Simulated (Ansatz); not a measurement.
Input and command of a calculation in Ansatz (plane waves; scalar-relativistic PAW potentials unless the input names others):

```yaml
crystal:
  lattice:
    - [0.0, 1.8032519626, 2.5497982752]
    - [1.8032519626, 0.0, 2.5497982752]
    - [1.8032519626, 1.8032519626, 0.0]
  atoms:
    - { symbol: Al, position: [0.0, 0.0, 0.0] }
basis:
  ecutwfc: 500
kpoints:
  mp_grid: { grid: [22, 22, 22] }
hamiltonian:
  xc: r2scan
  pseudopotentials: { kind: nc, accuracy: standard }
scf:
  occupations: { method: gaussian, width: 0.15 }
output:
  forces: true
  eigenvalues: true
  stress: true
```

```bash
ansatz run input.yaml --threads 1 --pin off --max-ram 2560MiB --backend cpu --events-out ev --progress --plain --runs-dir out
```

Abridged log:
```
Warning: basis.ecutwfc = 500 eV is below the records' recommended 544.227725 eV, and the density's cutoff is lower with it unless basis.ecutrho_ratio is high enough to keep the records' density cutoff: compare with a run at a higher cutoff
Warning: hamiltonian.xc reads the kinetic-energy density τ on the library's norm-conserving files, and those of Al were made for PBE. This build holds files of Al that were made for r²SCAN, which a deck under this functional can read where it names no table (hamiltonian.pseudopotentials.accuracy or source), types no xc_functional and has no exact exchange, max_exx_coeff or level of output.embedding that keeps them out. To compare such runs, type hamiltonian.pseudopotentials: {kind: paw, frozen_core: stored} on both or, where PAW refuses one, {kind: nc, accuracy: standard}
Pseudopotentials: kind: nc
Pseudopotential: Al, nc, valence charge 3, recommended cutoff 544.227725 eV (normal), Al.nc.azcp (PseudoDojo's, or run here from an input of PseudoDojo's; its table is named by hamiltonian.pseudopotentials.accuracy)
Functional definition: r2SCAN
Crystal: 1 atom, lattice volume = 16.582 Å³
Basis set: ecut = 500 eV, 437 PW (Γ), exchange–correlation on 96×96×80 points (64 copies of the dense FFT grid, shifted against one another)
Bands: 6, of which v1, the nominal top of the filled ones, is band 2 counted from 1 (1 counted from 0)
Symmetry: 16 space group operations
Space group: I4/mmm (ITA 139), of the structure as read, at distance tolerance 2.6e-5 Å
k-points: 834 of 10648
Initial density: superposition of atomic densities (chi_scale 0.1, normalization cell)
Initial wavefunctions: pseudopotential atomic-orbital guess
Functional: x = r2scan, c = r2scan; τ floored in thin density (d = 2e-4 eV/Å³)
SCF iter   1: F=—  HF=-63.430281 eV  |F-HF|=—  |Δ(HF+E_count)|=         —  Δρ=1.99e-2  dr2=6.31e-2  dr2_τ=2.95e-3  ethr=2.09e-3  ⟨swp⟩=1.0  Hψ=58197  notcnv=0
SCF iter   2: F=—  HF=-63.402282 eV  |F-HF|=—  |Δ(HF+E_count)|=   2.80e-2  Δρ=9.86e-3  dr2=1.51e-2  dr2_τ=2.76e-5  ethr=2.09e-3  ⟨swp⟩=2.0  Hψ=8702  notcnv=0
SCF iter   3: F=—  HF=-63.401718 eV  |F-HF|=—  |Δ(HF+E_count)|=   5.64e-4  Δρ=3.51e-4  dr2=1.47e-5  dr2_τ=4.37e-7  ethr=5.04e-4  ⟨swp⟩=1.9  Hψ=6100  notcnv=0
SCF iter   4: F=—  HF=-63.401716 eV  |F-HF|=—  |Δ(HF+E_count)|=   1.96e-6  Δρ=9.43e-5  dr2=1.01e-6  dr2_τ=8.91e-9  ethr=4.89e-7  ⟨swp⟩=2.1  Hψ=6268  notcnv=0
SCF iter   5: F=-63.401717 eV  HF=-63.401717 eV  |F-HF|=3.91e-9  |Δ(HF+E_count)|=   5.18e-7  Δρ=9.00e-6  dr2=1.09e-8  dr2_τ=5.50e-10  ethr=3.33e-9  ⟨swp⟩=6.0  Hψ=28169  notcnv=0
SCF 1 converged in 5 iterations: F = -63.401717 eV  dr2 = 1.09e-8
SCF converged after 5 iterations
Free energy (F): -63.401717 eV
Harris-Foulkes:  -63.401717 eV  (|F-HF|=3.91e-9)
Internal energy: -63.397131 eV  (E = F + TS)
E sigma→0 (E₀):  -63.399424 eV
Entropy (-TS):   -0.004585 eV (-4.585 meV/atom)
Fermi energy:    7.704851 eV
--- Forces (eV/Å), atoms counted from 1 ---
  atom   1  Al     0.00000000     0.00000000     0.00000000
--- Stress (GPa, compression-positive) ---
       18.116169       0.000000       0.000000
        0.000000      18.116169       0.000000
        0.000000       0.000000     -12.196788
  P = ⅓ Tr σ = 8.0119 GPa (80.119 kbar)
```

Apart from outputs and empty bands, the input differs from a reference run on usual settings in hamiltonian.pseudopotentials: not typed → {"kind": "nc", "accuracy": "standard"}. The reference, at the same geometry (not necessarily relaxed), gave pressure 6.53 GPa, largest force 0.000 eV/Å, no gap on the mesh. This run converged in 5 SCF iterations (reference: 6) with a total energy on another zero, pressure 8.01 GPa, largest force 0.000 eV/Å, no gap on the mesh. Its cutoff is looser than usual. The Hamiltonian differs as well, so the change in the result can't be put down to that alone.

It took 15 s on 1 thread of AMD EPYC 7R43 64-Core Processor (Zen 3), on a shared host, peak memory 0.43 GiB.